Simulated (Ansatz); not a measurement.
Consider the following.

MoSe2:
```
MoSe2
1.0
    3.24836     0.00000     0.00000
   -1.62418     2.81316     0.00000
    0.00000     0.00000    12.74184
Mo Se
2 4
Cartesian
  0.00000   1.87544   3.18546
  1.62418   0.93772   9.55638
  0.00000   1.87544   7.89904
  1.62418   0.93772   1.52812
  1.62418   0.93772   4.84280
  0.00000   1.87544  11.21372
```

This is the LDA-relaxed structure.

### Question
All from LDA (plane waves, PAW; program Ansatz), unless another level is named. Predict the formation energy from the elements (no fitted shifts).

### Answer
-0.73 eV/atom.

### Question
What about the hole effective mass?

### Answer
0.79, 0.79, 1.4 mₑ (principal values).

### Question
Give the weight of the conduction-edge state by species (Voronoi cells).

### Answer
Mo 56 %, Se 44 %.

Space group P6_3/mmc. The cell was relaxed with LDA under the symmetry of its start; phonons on a q-mesh show no instability. No spin polarisation was allowed. A crystal of weakly bound layers computed without a dispersion correction: the cell and the soft elastic constants depend strongly on that. The references are the lowest solids computed at this level, not always the standard phases. Spin–orbit coupling is left out wherever it is not named.

Potentials: the later of the program's two PAW sets.

Edges and masses are those of Kohn–Sham bands, whose gap is no quasiparticle gap.
